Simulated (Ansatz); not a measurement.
The start is a generated trial cell of SiNi in the CoSn structure type. Cell shape, volume and atoms are optimised at zero target pressure with PBEsol (plane waves to 420 eV, PAW, scalar-relativistic; Ansatz, a quantum-chemistry and plane-wave program). The first steps use a coarse 6×6×6 k-mesh.

The start:
```yaml
crystal:
  lattice:
    - [4.73561, 0.00000, 0.00000]
    - [-2.36781, 4.10116, 0.00000]
    - [0.00000, 0.00000, 3.82123]
  atoms:
    - { symbol: Ni, position: [0.50000, 0.00000, 0.00000] }
    - { symbol: Ni, position: [0.50000, 0.50000, 0.00000] }
    - { symbol: Ni, position: [0.00000, 0.50000, 0.00000] }
    - { symbol: Si, position: [0.00000, 0.00000, 0.00000] }
    - { symbol: Si, position: [0.33333, 0.66667, 0.50000] }
    - { symbol: Si, position: [0.66667, 0.33333, 0.50000] }
```
Spin-polarised start, with parallel moments on Ni.

Task: How large is the pressure on the unrelaxed cell, and of which sign?

Result: +3 GPa (positive: the cell is compressed).

Task: By how much does the energy per atom fall from start to end?

Result: Under 0.01 eV/atom.

Task: How do the shortest distances between atoms change?

Result: The closest pairs of elements (up to four, under 3.6 Å), start → end: Ni–Si 2.35 → 2.34 Å; Ni–Ni 2.37 → 2.40 Å; Si–Si 2.73 → 2.77 Å.

Task: What band gap does the relaxed structure have at this level?

Result: No gap (metallic).

Task: Write out the relaxed structure.

Result: 
```cif
data_Ni3Si3
_chemical_formula_sum 'Ni3 Si3'
_space_group_name_H-M_alt 'P6/mmm'
_space_group_IT_number 191
_space_group_name_Hall '-P 6 2'
_cell_length_a 4.79509
_cell_length_b 4.79509
_cell_length_c 3.78540
_cell_angle_alpha 90.000
_cell_angle_beta 90.000
_cell_angle_gamma 120.000
loop_
_atom_site_label
_atom_site_type_symbol
_atom_site_symmetry_multiplicity
_atom_site_Wyckoff_symbol
_atom_site_fract_x
_atom_site_fract_y
_atom_site_fract_z
_atom_site_occupancy
Ni1 Ni 3 f 0.00000 0.50000 0.00000 1
Si1 Si 1 a 0.00000 0.00000 0.00000 1
Si2 Si 2 d 0.33333 0.66667 0.50000 1
```

The space group stays P6/mmm (No. 191) (the run could not lower it); the end is AFLOW prototype AB_hP6_191_f_ad (B35, as in CoSn), with 6 atoms in the primitive cell. Final values are on a 11×11×12 k-mesh of the relaxed cell. No spin polarisation in the result: the starting moments vanished. A magnetic state may lie lower.

The run could not lose the symmetry of its start, so the end can be a saddle point.

All atoms sit on sites fixed by symmetry, so only the cell could relax.

The relaxed structure here is a generated cell of SiNi: the first start was made by placing the elements on the sites of a structure type, and the end was not matched to a known phase here, so it may be hypothetical. Known forms of SiNi include space group No. 62.
